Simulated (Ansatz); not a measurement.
Computed properties of AlCu

AlCu:
```
CELL_PARAMETERS angstrom
      2.95599     0.00000     0.00000
      0.00000     2.95599     0.00000
      0.00000     0.00000     2.95599
ATOMIC_POSITIONS crystal
  Al 0.00000 0.00000 0.00000
  Cu 0.50000 0.50000 0.50000
```

Space group Pm-3m (No. 221), CsCl type; conventional cell a = 2.956 Å, b = 2.956 Å, c = 2.956 Å, α = 90.00°, β = 90.00°, γ = 90.00°.

Method: PBEsol in the plane-wave PAW code Ansatz. The cell and atoms are relaxed at this level. Other levels are named where they apply.

**Cell and energy**

```json
{
 "volume_per_atom": "12.91 Å³",
 "density": "5.82 g/cm³",
 "Formation energy from the elements (no fitted shifts)": "-0.15 eV/atom"
}
```

**Electronic structure**

```json
{
 "electronic_character": "metallic (no gap)",
 "Density of states at the Fermi level": "0.29 states/eV per atom (mean over ±0.08 eV)"
}
```

**Mechanics**

```json
{
 "Bulk modulus (Birch–Murnaghan fit)": "128 GPa",
 "Pressure derivative B′": "4.6",
 "Elastic constants (relaxed ions, GPa)": "C11 = 111, C12 = 137, C44 = 47.3",
 "mechanical_stability": "unstable (C has a negative eigenvalue)"
}
```

**Phonons**

```json
{
 "highest_zone_centre_frequency": "254 cm^-1",
 "zone_centre_stability": "no imaginary mode at Γ"
}
```

The first step of the workflow began from a Materials Project structure, measured or hypothetical; the Crystallography Open Database copy checked does not list it. COD files the formula under space group No. 12. Its standing as an ambient phase is unchecked. The PBEsol relaxation kept the symmetry of its start. The run is not spin-polarised. As this level gives no gap, shear constants depend on the k-mesh and smearing (Fermi–Dirac, 0.1 eV here). As this level gives no gap, phonon frequencies hold no LO–TO term and depend on the k-mesh and smearing (Fermi–Dirac, 0.1 eV here). The references are the lowest solids computed at this level, not always the standard phases.

Potentials: the later of the program's two PAW sets.
